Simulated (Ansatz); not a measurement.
Relaxed-ion elastic tensor of MnN (zinc blende, F-43m) in GPa (Voigt order), the program Ansatz at the PBEsol level (PAW); density 6.17 g/cm³, 9.28 Å³ per atom.

|  | 1 | 2 | 3 | 4 | 5 | 6 |
|---|---|---|---|---|---|---|
| 1 | 344 | 272 | 272 | 0.0 | 0.0 | 0.0 |
| 2 | 272 | 344 | 272 | 0.0 | 0.0 | 0.0 |
| 3 | 272 | 272 | 344 | 0.0 | 0.0 | 0.0 |
| 4 | 0.0 | 0.0 | 0.0 | 0.1 | 0.0 | 0.0 |
| 5 | 0.0 | 0.0 | 0.0 | 0.0 | 0.1 | 0.0 |
| 6 | 0.0 | 0.0 | 0.0 | 0.0 | 0.0 | 0.1 |

Problem. Is the crystal mechanically stable?

Solution. On the edge, within the error: the smallest eigenvalue of C is 0.1 GPa.

Problem. Work out the Voigt and Reuss bounds. Is their mean of use?

Solution. K_V = 296, K_R = 296; G_V = 14.6, G_R = 0.2 GPa. The bounds lie so far apart that a Hill average or a Debye temperature from it would say little.

The workflow started from a Materials Project entry (that database holds measured and hypothetical structures alike); the Crystallography Open Database copy checked does not list it. Its standing as an ambient phase is unchecked. The PBEsol relaxation kept the symmetry of its start; whether a distortion lowers the energy is not shown. The run is not spin-polarised. As this level gives no gap, shear constants depend on the k-mesh and smearing (Fermi–Dirac, 0.1 eV here). On the denser mesh and wider smearing of the elastic run this cell carries a stress of 0.5 GPa.

Potentials: the later of the program's two PAW sets.
